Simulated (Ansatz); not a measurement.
Ansatz input

```yaml
crystal:
  lattice:
    - [2.9643430049, 0.0, 0.0]
    - [0.0, 2.9643430049, 0.0]
    - [0.0, 0.0, 2.9643430049]
  atoms:
    - { symbol: Sc, position: [0.0, 0.0, 0.0] }
hamiltonian:
  xc: lda
  pseudopotentials:
    kind: paw
    azcp:
      Sc: "pseudopotentials/Sc.paw.azcp"
basis:
  ecutwfc: 420
  fft_grid_basis: typed
kpoints:
  mp_grid: { grid: [12, 12, 12], shift: [0, 0, 0] }
magnetization:
  spin_polarized: false
scf:
  occupations: { method: fermi_dirac, width: 0.1 }
  lower_state_search: "off"
output:
  stress: true
```

Output

```
Warning: the record states the generating functional pbe (its physics header spells it `PBE`), which answers neither for hamiltonian.xc's functional nor for the lda family's — results may be inconsistent (PPs are generated against a specific XC)
Engine: ansatz 0.2.0, aarch64-unknown-linux-gnu
Pseudopotentials: kind: paw
Pseudopotential: Sc, paw, valence charge 11, recommended cutoff 420 eV (normal) 
Functional definition: SPW92
  exchange = slater_x
  correlation = pw_c
Crystal: 1 atoms, lattice volume = 26.049 Å³
Basis set: ecut = 420 eV, 485 PW (Γ)
Bands: 10, of which v1, the nominal top of the filled ones, is band 6 counted from 1 (5 counted from 0)
Symmetry: 48 space group operations
Space group: Pm-3m (ITA 221), of the structure as read, at distance tolerance 3.0e-5 Å
k-points: 84 of 1728
Non-local potential: Sc, projectors of the file, l = 0: 3, l = 1: 2, l = 2: 3, l = 3: 1
PAW form: soft (Blöchl's): semilocal exchange-correlation on the pseudo side does not see the compensation charge
PAW frozen core: Sc, regenerated for the run's functional, and the local potential with it (the file was generated under x = pbe(κ = 0.804, μ = 0.2195149727645171), c = pbe(β = 0.06672455060314922))
PAW one-centre angular grid: Sc, 590 points (default); XC on 64 Gauss nodes
Initial density: superposition of atomic densities (neutral atoms: chi_scale 0, normalization atom), corrected by the library's trained network
Initial wavefunctions: pseudopotential atomic-orbital guess
Functional: x = slater, c = lda
SCF iter   1: F=—  HF=-2088.286936 eV  |F-HF|=—  |Δ(HF+E_count)|=         —  Δρ=7.96e-3  dr2=1.87e-2  ethr=1.77e-3  ⟨swp⟩=4.4  Hψ=4612  notcnv=0
SCF iter   2: F=—  HF=-2088.283855 eV  |F-HF|=—  |Δ(HF+E_count)|=   3.08e-3  Δρ=4.85e-3  dr2=7.38e-3  ethr=1.70e-4  ⟨swp⟩=1.0  Hψ=1512  notcnv=0
SCF iter   3: F=—  HF=-2088.282074 eV  |F-HF|=—  |Δ(HF+E_count)|=   1.78e-3  Δρ=6.66e-4  dr2=1.50e-4  ethr=6.71e-5  ⟨swp⟩=1.6  Hψ=909  notcnv=0
SCF iter   4: F=—  HF=-2088.282048 eV  |F-HF|=—  |Δ(HF+E_count)|=   2.65e-5  Δρ=3.74e-4  dr2=3.43e-5  ethr=1.36e-6  ⟨swp⟩=2.2  Hψ=1325  notcnv=0
SCF iter   5: F=—  HF=-2088.282042 eV  |F-HF|=—  |Δ(HF+E_count)|=   5.91e-6  Δρ=1.25e-4  dr2=3.84e-6  ethr=3.12e-7  ⟨swp⟩=2.2  Hψ=1083  notcnv=0
SCF iter   6: F=—  HF=-2088.282041 eV  |F-HF|=—  |Δ(HF+E_count)|=   9.23e-7  Δρ=2.11e-5  dr2=1.06e-7  ethr=3.49e-8  ⟨swp⟩=2.8  Hψ=1287  notcnv=0
SCF iter   7: F=-2088.282041 eV  HF=-2088.282041 eV  |F-HF|=6.81e-10  |Δ(HF+E_count)|=   2.64e-8  Δρ=1.95e-6  dr2=9.32e-10  ethr=9.09e-10  ⟨swp⟩=3.3  Hψ=2246  notcnv=0
SCF 1 converged in 7 iterations: F = -2088.282041 eV  dr2 = 9.32e-10
SCF converged after 7 iterations
Free energy (F): -2088.282041 eV
Harris-Foulkes:  -2088.282041 eV  (|F-HF|=6.81e-10)
Internal energy: -2088.192215 eV  (E = F + TS)
E sigma→0 (E₀):  -2088.237128 eV
Entropy (-TS):   -0.089825 eV (-89.825 meV/atom)
Fermi energy:    8.441334 eV
--- Per-component energies (eV) ---
  E_band       = -176.924151
  E_kinetic    = 260.468404
  E_local      = -901.302179  (includes V_loc(G=0)·N_el)
  E_nonlocal   = 88.692919
  E_hartree    = 310.455583
  E_xc         = -102.322310
  E_vxc        = -127.514293  (∫ρ·V_xc dr)
  E_paw        = -910.647901  (= ΣΔE_a)
  E_vpaw       = -118.181257  (= ΣTr[D̂ρ^β])
  E_aug_tail   = 0.000010  (compensation charges beyond the density's cutoff)
  E_ewald      = -833.841665
  E_core_change = 0.304923  (= ΣΔE_core)
  E_smearing   = -0.089825  (= −TS)
  E_closure    = 0.000000  (closes the sum)
  Σ components = -2088.282041   (vs F -2088.282041, Δ=0.00e0)
--- Stress (GPa, compression-positive) ---
       -3.857137       0.000000       0.000000
       -0.000000      -3.857137      -0.000000
        0.000000       0.000000      -3.857137
  P = ⅓ Tr σ = -3.8571 GPa (-38.571 kbar)
```
